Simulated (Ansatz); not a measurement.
C (graphite type, space group P6_3/mmc)

```
CELL_PARAMETERS angstrom
      2.46500     0.00000     0.00000
     -1.23250     2.13475     0.00000
      0.00000     0.00000     6.73046
ATOMIC_POSITIONS crystal
  C  0.00000 0.00000 0.25000
  C  0.00000 0.00000 0.75000
  C  0.33333 0.66667 0.25000
  C  0.66667 0.33333 0.75000
```

The slice is a (1 -1 0 0) plane (indices of the conventional cell) through the point (0.333, 0.667, 0.250) (fractional), spanned by u = [110] and v = [001] in vectors of this cell: u (2.47 Å) and v (6.73 Å, at 90° to u). It covers one period; positions are fractions (u, v).

All values below come from PBE-D3(BJ) (plane waves to 420 eV, PAW, scalar-relativistic; Ansatz, a program for electronic structure). k mesh 15×15×5. These are valence fields of a PAW run, semicore shells included where kept as valence: close to a nucleus they are smooth pseudo fields. C was relaxed with its symmetry unable to fall.

Problem. Sketch the electrostatic potential energy of an electron, from the cell's mean on this plane as a map.

Solution. 
| v \ u | 0.00 | 0.10 | 0.20 | 0.30 | 0.40 | 0.50 | 0.60 | 0.70 | 0.80 | 0.90 |
|---|---|---|---|---|---|---|---|---|---|---|
| 0.96 | x | x | x | <1.0 | <1.0 | <1.0 | <1.0 | <1.0 | x | x |
| 0.86 | 4.9 | 5.5 | 6.7 | 7.5 | 7.7 | 7.6 | 7.7 | 7.5 | 6.7 | 5.5 |
| 0.75 | 9.4 | 9.4 | 9.4 | 9.4 | 9.4 | 9.4 | 9.4 | 9.4 | 9.4 | 9.4 |
| 0.64 | 8.5 | 8.4 | 8.2 | 7.8 | 7.3 | 7.1 | 7.3 | 7.8 | 8.2 | 8.4 |
| 0.54 | 6.0 | 5.5 | 3.5 | <1.0 | <1.0 | <1.0 | <1.0 | <1.0 | 3.5 | 5.5 |
| 0.43 | 6.8 | 6.5 | 5.2 | 2.6 | <1.0 | <1.0 | <1.0 | 2.6 | 5.2 | 6.5 |
| 0.32 | 9.1 | 9.0 | 9.0 | 8.8 | 8.7 | 8.6 | 8.7 | 8.8 | 9.0 | 9.0 |
| 0.21 | 9.1 | 9.1 | 9.2 | 9.3 | 9.3 | 9.3 | 9.3 | 9.3 | 9.2 | 9.1 |
| 0.11 | <1.0 | <1.0 | 2.5 | 5.0 | 5.5 | 5.4 | 5.5 | 5.0 | 2.5 | <1.0 |
| 0.00 | x | x | x | <1.0 | <1.0 | <1.0 | <1.0 | <1.0 | x | x |

Values: electrostatic potential energy of an electron, from the cell's mean, in eV. Points within 0.6 Å of a nucleus are blanked (x), as the pseudised field means little there. Values under 1 eV are set to 1. The zero, the cell's mean, hangs on the PAW cores.
